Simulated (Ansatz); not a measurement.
AlN:
Space group F-43m (No. 216); a = 4.4032 Å, b = 4.4032 Å, c = 4.4032 Å, α = 90.00°, β = 90.00°, γ = 90.00°

```csv
atom,site,symmetry,x,y,z
N,4c,-43m,0.2500,0.2500,0.2500
Al,4a,-43m,0.0000,0.0000,0.0000
```
(The calculation used a cell of 2 atoms; values per cell refer to that cell.)

Relaxed with PBE.

**Question.** Decompose the optical modes at the zone centre into irreducible representations, and say which are infrared and Raman allowed.

**Answer.** Point group -43m: Γ_opt = T2. Infrared: T2. Raman: T2.

**Question.** Assign frequencies (DFPT, PBE (plane waves, PAW; program Ansatz); without the LO–TO term).

**Answer.** T2 635 cm⁻¹.

The cell was relaxed with PBE under the symmetry of its start; phonons on a q-mesh show no instability.

Potentials: the later of the program's two PAW sets.
